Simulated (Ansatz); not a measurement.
Data:

TaRu:
```
TaRu
1.0
    3.04552     0.00000     0.00000
    0.00000     3.04552     0.00000
    0.00000     0.00000     3.39051
Ta Ru
1 1
Direct
  0.50000   0.50000   0.50000
  0.00000   0.00000   0.00000
```

This is the r²SCAN-relaxed structure.

Task: All from r²SCAN (plane waves, PAW; program Ansatz), unless another level is named. Predict the formation energy from the elements (no fitted shifts).

Result: -0.35 eV/atom.

Task: And the density of states at the Fermi level?

Result: 0.94 states/eV per atom (mean over ±0.08 eV).

Space group P4/mmm (L1₀ or tetragonal B2). The first step of the workflow began from a Materials Project structure, measured or hypothetical; the Crystallography Open Database files this formula in space group No. 123, but the cells were not matched. Its standing as an ambient phase is unchecked. The cell was relaxed with r²SCAN under the symmetry of its start; its stability against distortions is not shown here. No spin polarisation was allowed. The references are the lowest solids computed at this level, not always the standard phases. Spin–orbit coupling is left out wherever it is not named.

Potentials: the later of the program's two PAW sets.
